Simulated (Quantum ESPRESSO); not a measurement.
# Band energies of GeO2

```xyz
6
Lattice="4.4234 0.0000 0.0000 0.0000 4.4234 0.0000 0.0000 0.0000 2.8834" Properties=species:S:1:pos:R:3 pbc="T T T"
O      3.5668     0.8567     1.4417
O      0.8567     3.5668     1.4417
O      1.3551     1.3551     0.0000
O      3.0684     3.0684     0.0000
Ge     2.2117     2.2117     1.4417
Ge     0.0001     0.0001     0.0000
```

norm-conserving PBE (stringent potentials; Quantum ESPRESSO, 124 Ry, without SOC); path ΓXMΓZRAZ,XR,MA; energies in eV from the valence-band maximum.

```csv
k (1/Å),point,band 30,band 31,band 32,band 33,band 34,band 35,band 36,band 37
0.00,Γ,-2.03,-2.03,-0.82,-0.82,0.00,1.68,5.78,6.99
0.71,X,-2.83,-1.83,-1.83,-0.82,-0.82,4.76,4.76,7.70
1.42,M,-2.35,-2.13,-2.13,-1.47,-1.47,4.81,4.81,8.40
1.62,,-2.31,-2.12,-2.02,-1.38,-1.25,4.61,4.97,8.20
2.42,Γ,-2.03,-2.03,-0.82,-0.82,0.00,1.68,5.78,6.99
2.97,,-3.86,-3.68,-1.11,-1.11,-0.62,4.13,7.13,9.13
3.51,Z,-3.66,-2.25,-2.25,-1.87,-1.87,6.04,6.04,11.19
3.69,,-3.28,-2.18,-2.18,-1.83,-1.83,6.07,6.07,10.30
4.22,R,-2.72,-1.38,-1.38,-1.38,-1.38,6.25,6.25,8.43
4.40,,-2.57,-1.48,-1.48,-1.34,-1.34,5.86,5.86,8.82
4.93,A,-3.55,-1.34,-1.34,-1.15,-1.15,4.56,4.56,9.82
5.51,,-1.99,-1.93,-1.92,-1.83,-1.49,5.59,6.20,8.62
5.94,Z,-3.66,-2.25,-2.25,-1.87,-1.87,6.04,6.04,11.19
5.94,X,-2.83,-1.83,-1.83,-0.82,-0.82,4.76,4.76,7.70
6.41,,-2.28,-2.21,-2.21,-1.04,-1.04,5.66,5.66,9.57
7.03,R,-2.72,-1.38,-1.38,-1.38,-1.38,6.25,6.25,8.43
7.03,M,-2.35,-2.13,-2.13,-1.47,-1.47,4.81,4.81,8.40
7.50,,-3.79,-1.35,-1.35,-1.26,-1.26,5.19,5.19,9.84
8.12,A,-3.55,-1.34,-1.34,-1.15,-1.15,4.56,4.56,9.82
```

The PBE gap is direct, 1.68 eV at Γ.

Spin-orbit splittings are left out.

Geometry relaxed with PBEsol.
